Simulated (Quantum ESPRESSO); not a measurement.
Sr₂MoZnO₆ has the cubic space group Fm-3m (No. 225), Pearson symbol cF40. Conventional cell: a = 8.0465 Å, b = 8.0465 Å, c = 8.0465 Å, α = 90.00°, β = 90.00°, γ = 90.00°. O on 24e is surrounded by 1 Mo at 1.939 Å and 1 Zn at 2.084 Å and 4 Sr at 2.846 Å (octahedral). Zn on 4b is coordinated by 6 O at 2.084 Å (octahedral). Sr on 8c sees 12 O at 2.846 Å (cuboctahedral). Mo on 4a has 6 O at 1.939 Å (octahedral). (Neighbours: up to the widest gap in distance over summed covalent radii, below 1.35, at either atom; cation-cation contacts left out.)
(The calculation used a cell of 10 atoms; values per cell refer to that cell.)

The geometry is that of Materials Project entry mp-18829, symmetrised and not relaxed again.

### Question
What does LDA (pw.x of Quantum ESPRESSO, ONCV potentials, scalar-relativistic) give for the electronic structure near the Fermi level?

### Answer
The LDA gap is indirect, 2.04 eV, from L to X; the smallest direct gap is 2.17 eV. Another valence extremum on the path lies within 0.02 eV, too close to call. Spin-orbit splittings are left out.
